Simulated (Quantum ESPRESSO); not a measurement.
TiMo7, a guest atom moved from site to site

Simulated, not a measurement. The program is pw.x of Quantum ESPRESSO 7.5 (plane-wave density functional theory). The cell is made up: eight metal atoms on a hexagonal close-packed lattice, with elements, volume, strain and displacements drawn at random and not relaxed, so it may be unstable or far from any real phase. PseudoDojo standard norm-conserving files set the functional (PBE unless stated); there is no spin polarisation or spin-orbit coupling, the Fermi-Dirac width of 0.25 eV means electrons at about 2900 K, and the masses in the input are unused placeholders. A spin test at this wide smearing found no moment, but such smearing suppresses magnetism that the real alloy may have.

The runs move one Ti atom among sites that otherwise hold Mo. Cell, positions, cutoff, mesh and smearing stay as in the input of run 1; sites are counted in its order. Stress in the tables is positive in tension.

Input of run 1:

```
&control calculation='scf', pseudo_dir='./dojo.nc.sr.pbe.v0_5.standard.upf', outdir='./o', disk_io='minimal', tprnfor=.true., tstress=.true. /
&system ibrav=0, nat=8, ntyp=2, nbnd=73, ecutwfc=84.00895049, nosym=.true., tot_charge=0,
 occupations='smearing', smearing='fd', degauss=0.0183746611
/
&electrons conv_thr=1.470e-08, electron_maxstep=70, mixing_beta=0.5 /
ATOMIC_SPECIES
Mo 1.0 Mo.upf
Ti 1.0 Ti.upf
CELL_PARAMETERS angstrom
-2.8203 -0.0009 -0.0139
-0.0212 4.7867 -4.5281
-0.0244 -4.7402 -4.4789
ATOMIC_POSITIONS angstrom
Ti 0.0548 0.0479 -0.0127
Mo -0.0691 1.6208 -2.2761
Mo -0.0301 -0.0042 -4.5452
Mo -0.0022 1.6168 -6.781
Mo -1.5575 -0.7536 -2.2418
Mo -1.4294 -2.4159 -4.4939
Mo -1.4866 -0.7959 -6.6983
Mo -1.3706 2.3904 -4.5233
K_POINTS automatic
8 4 4 1 1 1
```

| run | elements on sites 1 to 8 | free energy less that of run 1 (eV) | -TS (eV) | pressure (GPa) | stress xx (GPa) | stress yy (GPa) | stress zz (GPa) | stress yz (GPa) | stress xz (GPa) | stress xy (GPa) | iterations |
| --- | --- | --- | --- | --- | --- | --- | --- | --- | --- | --- | --- |
| 1 | Ti Mo Mo Mo Mo Mo Mo Mo | 0.000 | -2.165 | 17.76 | -17.94 | -13.89 | -21.44 | 0.30 | -0.64 | 1.83 | 22 |
| 2 | Mo Ti Mo Mo Mo Mo Mo Mo | -0.031 | -2.144 | 17.69 | -17.84 | -13.94 | -21.29 | 0.68 | -0.64 | 1.88 | 21 |
| 3 | Mo Mo Mo Mo Ti Mo Mo Mo | -0.022 | -2.153 | 17.98 | -18.17 | -14.33 | -21.43 | 0.41 | -0.45 | 1.93 | 22 |
| 4 | Mo Mo Mo Mo Mo Ti Mo Mo | -0.037 | -2.140 | 17.61 | -17.48 | -14.08 | -21.26 | 0.68 | -0.44 | 1.98 | 25 |
| 5 | Mo Mo Mo Mo Mo Mo Ti Mo | 0.011 | -2.166 | 17.86 | -17.92 | -14.13 | -21.52 | 0.52 | -0.42 | 1.85 | 22 |

Forces Fx Fy Fz (eV/Å):

| site | run 1 | run 2 | run 3 | run 4 | run 5 |
| --- | --- | --- | --- | --- | --- |
| 1 | 0.00 -0.91 0.44 | 0.16 -0.79 0.47 | 0.00 -0.92 0.68 | 0.03 -0.74 0.49 | 0.05 -0.96 0.20 |
| 2 | -0.11 -0.17 -0.32 | -0.14 0.22 -0.24 | -0.10 -0.12 -0.21 | -0.06 0.09 -0.46 | -0.06 -0.25 -0.24 |
| 3 | -0.06 -0.23 0.50 | -0.03 -0.11 0.49 | -0.10 -0.29 0.27 | -0.03 0.15 0.49 | -0.09 -0.25 0.80 |
| 4 | -0.06 0.09 0.27 | -0.01 0.22 0.12 | -0.12 -0.13 0.09 | -0.04 0.20 0.32 | -0.11 0.16 0.10 |
| 5 | 0.06 -0.02 -0.40 | 0.00 -0.33 -0.17 | 0.04 0.24 -0.22 | -0.08 -0.17 -0.16 | -0.02 -0.01 -0.20 |
| 6 | 0.01 0.56 0.20 | -0.06 0.29 0.49 | 0.05 0.52 0.12 | 0.09 0.07 0.26 | 0.04 0.53 0.34 |
| 7 | 0.09 0.46 -0.55 | 0.06 0.32 -0.84 | 0.06 0.37 -0.72 | 0.01 0.26 -0.84 | 0.09 0.46 -0.81 |
| 8 | 0.07 0.22 -0.14 | 0.03 0.18 -0.32 | 0.17 0.32 -0.02 | 0.09 0.15 -0.10 | 0.11 0.32 -0.20 |

The sites are displaced and not relaxed, so the energy differences mix bonding between neighbours with strain and are not ordering energies. A rerun of one cell of this series at a higher cutoff and on a denser mesh moved values by no more than 0.006 eV in energy, 0.18 GPa in stress and 0.007 eV/Å in force, and a second program with other atomic files agreed on that cell to 2 % rms in force and 0.5 GPa in pressure.